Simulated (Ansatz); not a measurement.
# Structure relaxation, HfO2

The start is a generated cell, HfO2 placed in the polar-ZrO2 structure type. Cell shape, volume and atoms are optimised at zero target pressure with PBEsol (plane waves to 420 eV, PAW, scalar-relativistic; Ansatz, a program for electronic structure). The first steps use a coarse 4×4×4 k-mesh.

The start:
```
CELL_PARAMETERS angstrom
      5.24151     0.00000     0.00000
      0.00000     5.05018     0.00000
      0.00000     0.00000     5.05915
ATOMIC_POSITIONS crystal
  Hf 0.03000 0.26700 0.25000
  Hf 0.97000 0.73300 0.75000
  Hf 0.53000 0.73300 0.25000
  Hf 0.47000 0.26700 0.75000
  O  0.36100 0.06800 0.10600
  O  0.63900 0.93200 0.60600
  O  0.86100 0.93200 0.10600
  O  0.13900 0.06800 0.60600
  O  0.22900 0.53700 0.00000
  O  0.77100 0.46300 0.50000
  O  0.72900 0.46300 0.00000
  O  0.27100 0.53700 0.50000
```

Problem. What pressure does the first self-consistent step give?

Solution. -2.4 GPa (negative: the cell is under tension).

Problem. Which atoms feel the largest initial force, and how large is it?

Solution. 0.26 eV/Å, on Hf1, Hf2, Hf3, Hf4 (atoms numbered as listed).

Problem. How much energy is released per atom?

Solution. 0.002 eV/atom.

Problem. How does the volume per atom move from start to end?

Solution. -1.2 %, from 11.16 to 11.03 Å³/atom.

Problem. How do the shortest distances between atoms change?

Solution. The closest pairs of elements (up to four, under 3.6 Å), start → end: Hf–O 2.04 → 2.03 Å; O–O 2.53 → 2.52 Å; Hf–Hf 3.42 → 3.39 Å.

Problem. Is the relaxed structure metallic? Give its gap.

Solution. 4.36 eV, indirect (valence top at Γ, conduction bottom at k = (0.2, -0.5, 0.4)) (no spin-orbit coupling).

Problem. Give the final cell and atomic positions.

Solution. 
Space group Pca2₁ (No. 29); a = 5.229 Å, b = 5.018 Å, c = 5.042 Å, α = β = γ = 90.00°

```csv
atom,site,symmetry,x,y,z
Hf,4a,1,0.0329,0.2676,0.2474
O,4a,1,0.3680,0.0717,0.1098
O,4a,1,0.2660,0.5403,0.4989
```

The space group stays Pca2₁ (No. 29) (the run could not lower it), with 12 atoms in the primitive cell. Final values are on a 5×6×5 k-mesh of the relaxed cell. No spin polarisation in the result.

The run could not lose the symmetry of its start.

The first start was generated by placing the elements on the sites of a structure type. Materials Project lists a structure of HfO2 in the same space group, Pca2₁ (No. 29); the sites were not compared with it, nor with measured phases.
